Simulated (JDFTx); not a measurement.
System: trimethylsulfonium, C3H9S (SMILES C[S+](C)C), charge +1, multiplicity 1; geometry: optimised with GFN2-xTB in vacuum (no frequencies checked; largest PBE force component 0.7 eV/Å). Z-matrix (Å, degrees):
```
S
C 1 1.8093
H 2 1.0857 1 110.93
H 2 1.0867 3 110.18 1 119.99
H 2 1.0867 3 110.18 4 120.03
C 1 1.8093 2 100.08 3 51.33
H 6 1.0857 1 110.93 2 -50.97
H 6 1.0867 7 110.18 1 -119.98
H 6 1.0867 7 110.18 8 -120.03
C 1 1.8093 2 100.08 3 -50.94
H 10 1.0858 1 110.93 2 51.50
H 10 1.0867 11 110.18 1 119.99
H 10 1.0867 11 110.17 12 120.03
```

Level of theory: PBE, GBRV ultrasoft potentials, plane waves to 20/100 Ha; code: JDFTx (a modified build). Liquid: CANDLE, water, 1 M NaF. The liquid run sits in a periodic box with 3.75 Å from the outermost atoms to the faces; the vacuum run is isolated. ΔG_solv is the difference of the two single-point energies, liquid minus vacuum; no corrections are added.

Single-ion values refer to zero potential in the bulk liquid, with no surface-potential term, and depend on the box by about 0.1 eV.

```yaml
solvation_energy: -244 kJ/mol
"highest occupied level in vacuum (zero: vacuum level)": -13.21 eV
"highest occupied level in the liquid (zero: bulk electrolyte)": -8.26 eV
volume of the model's cavity: 256.2 Å³
rough_cost_vacuum_and_liquid_run: 5 min and 4 min of core time
```
